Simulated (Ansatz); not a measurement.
Cu3Au:
```xyz
16
Lattice="3.7923 5.3584 0.0000 -3.7923 5.3584 0.0000 -3.7749 0.0000 5.3677" Properties=species:S:1:pos:R:3 pbc="T T T"
Cu    -1.8915     2.7234     3.9589
Cu    -0.0550     3.9796     2.6567
Cu    -1.9240     5.3584     3.9490
Au     0.0000     9.2624     0.0000
Cu    -1.8509     5.3584     1.4186
Cu     0.0000     6.6891     0.0000
Cu    -1.8834     7.9933     1.4088
Cu    -0.0550     6.7371     2.6567
Cu    -1.8915     7.9933     3.9589
Cu    -3.7199     3.9796     2.7109
Au    -5.5718     5.3584     4.0456
Cu     0.0000     4.0276     0.0000
Au     1.7969     5.3584     1.3221
Au     0.0000     1.4543     0.0000
Cu    -1.8834     2.7234     1.4088
Cu    -3.7199     6.7371     2.7109
```

Relaxed with PBE. Special points in fractions of this cell's reciprocal vectors: Γ (0.000, 0.000, 0.000); A (0.000, 0.000, 0.500); I2 (0.500, 0.500, 0.500); I (-0.500, 0.500, 0.500); M2 (-0.500, 0.500, 0.500); Y (0.500, 0.500, 0.000); L2 (0.000, 0.500, 0.500); V2 (0.000, 0.500, 0.000).

**Question.** List the band energies nearest the Fermi level at these points for PBE (plane waves, PAW; program Ansatz).

**Answer.** In eV from the Fermi level; about four levels below and three above (degenerate sets whole), none deeper than 8.9 eV; points with the same levels are listed once.

```csv
k,below,above
Γ,-0.19 -0.19 -0.15 -0.14 -0.13,1.30 1.33 1.33
A,-1.61 -1.61 -1.53 -1.52 -0.06,0.09 0.14 0.40
I2,-0.95 -0.94 -0.94 -0.92,3.24 3.27 3.40 3.40
Y,-1.59 -1.55 -1.53 -0.08,0.10 0.12 0.38
L2,-1.63 -1.60 -1.52 -1.51,0.09 0.09 0.14 0.14
V2,-1.57 -1.55 -0.07 -0.07,0.39 0.40 2.14
```

Space group C2/m. The start of the workflow was typed in or built on a structure type; neither database checked (COD, Materials Project) lists it. It is not the phase usual at ambient conditions (space group No. 221). The PBE relaxation kept the symmetry of its start; its stability against distortions is not shown here. No spin polarisation was allowed. Spin–orbit coupling is left out wherever it is not named.

Potentials: the earlier of the program's two PAW sets.
